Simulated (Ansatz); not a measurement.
PbI$_{2}$ (CdI2 type)

```cif
data_I2Pb
_chemical_formula_sum 'Pb1 I2'
_space_group_name_H-M_alt 'P-3m1'
_space_group_IT_number 164
_space_group_name_Hall '-P 3 2"'
_cell_length_a 4.55901
_cell_length_b 4.55901
_cell_length_c 6.97266
_cell_angle_alpha 90.000
_cell_angle_beta 90.000
_cell_angle_gamma 120.000
loop_
_atom_site_label
_atom_site_type_symbol
_atom_site_symmetry_multiplicity
_atom_site_Wyckoff_symbol
_atom_site_fract_x
_atom_site_fract_y
_atom_site_fract_z
_atom_site_occupancy
Pb1 Pb 1 a 0.00000 0.00000 0.00000 1
I1 I 2 d 0.33333 0.66667 0.27094 1
```

Two coordinates are scanned: the volume, and the ratio of the stretch along z (the conventional c axis) to the stretch across it. Atoms keep their fractional coordinates.

Computed with PBE-D3(BJ) (plane waves to 420 eV, PAW, scalar-relativistic; Ansatz, a quantum-chemistry and plane-wave program). k mesh 8×8×5 (Γ-centred), Fermi-Dirac smearing 0.05 eV. Stress and pressure are positive under compression. As the atoms are clamped, bonds stretch with the cell, which overstates energies and stresses. PbI2 was relaxed with its symmetry unable to fall. Spin-orbit coupling is left out, though I and Pb are heavy. 

```csv
σzz − σxx (GPa),V/V₀ = 0.960,V/V₀ = 0.973,V/V₀ = 0.987,V/V₀ = 1.000,V/V₀ = 1.013,V/V₀ = 1.027,V/V₀ = 1.040
(c/a)/(c/a)₀ = 0.880,1.25,1.26,1.27,1.28,[?],[?],[?]
(c/a)/(c/a)₀ = 0.920,0.90,0.90,0.90,0.90,0.90,0.90,0.89
(c/a)/(c/a)₀ = 0.960,0.50,0.49,0.48,0.47,0.46,0.45,0.45
(c/a)/(c/a)₀ = 1.000,0.05,0.03,0.02,0.00,-0.02,-0.03,-0.04
(c/a)/(c/a)₀ = 1.040,-0.46,-0.48,-0.50,-0.52,-0.54,-0.56,-0.57
(c/a)/(c/a)₀ = 1.080,-1.02,-1.04,-1.07,-1.09,-1.11,-1.13,-1.15
(c/a)/(c/a)₀ = 1.120,-1.63,-1.66,-1.69,-1.71,-1.73,-1.75,[?]
```

**Question.** Some entries are withheld; supply them.

**Answer.** 
- (c/a)/(c/a)₀ = 0.880, V/V₀ = 1.013: 1.29
- (c/a)/(c/a)₀ = 0.880, V/V₀ = 1.027: 1.29
- (c/a)/(c/a)₀ = 0.880, V/V₀ = 1.040: 1.30
- (c/a)/(c/a)₀ = 1.120, V/V₀ = 1.040: -1.77

(A scan under strain: stresses follow from slopes of the energy per volume, elastic moduli from its curvatures.)
